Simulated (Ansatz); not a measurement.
One crystal and one scan (energy against volume) at two levels, PBE (plane waves to 420 eV, PAW, scalar-relativistic; Ansatz, an electronic-structure program) and r2SCAN (plane waves to 500 eV, PAW, scalar-relativistic; Ansatz), each from its own relaxed cell and on its own mesh.

The crystal is ZnS (zinc blende); the cell is scaled evenly about its relaxed volume V₀.

The energy includes the smearing's −TS. ZnS was relaxed with its symmetry unable to fall. Both scans cover V/V₀ from 0.840 to 1.160.

```csv
quantity,run 1,run 2
Lattice constant a (Å),5.443,5.389
Pressure at the smallest volume (GPa),17.8,20.0
Energy cost of the largest compression (meV/atom),153.5,167.5
Energy cost of the largest expansion (meV/atom),85.3,94.3
Bulk modulus B₀ (third-order Birch-Murnaghan fit) (GPa),69.4,78.6
Pressure for 5 % compression (fit) (GPa),4.0,4.5
```

**Question.** Which run is which level?

**Answer.** Run 1 is PBE, run 2 is r2SCAN. PBE gives the higher value for: lattice constant a. PBE gives the lower value for: pressure at the smallest volume; energy cost of the largest compression; energy cost of the largest expansion; bulk modulus B₀; pressure for 5 % compression. For the lattice constant a the reference is 5.41 Å (measured, room temperature or unstated; as given in Martin Albrecht, Beate Paulus, Hermann Stoll, Physical review. B, Condensed matter (1997), arXiv:cond-mat/9706128): it holds thermal shifts, so no verdict is drawn. For the bulk modulus B₀ the reference is 77.1 GPa (measured, room temperature or unstated; as given in Cormac Toher, Corey Oses, Jose J. Plata et al., Physical Review Materials (2017), arXiv:1611.05714): it holds thermal shifts, so no verdict is drawn.  Neither level is exact: the differences show how much the result hangs on the functional.

(A scan under strain: stresses follow from slopes of the energy per volume, elastic moduli from its curvatures.)
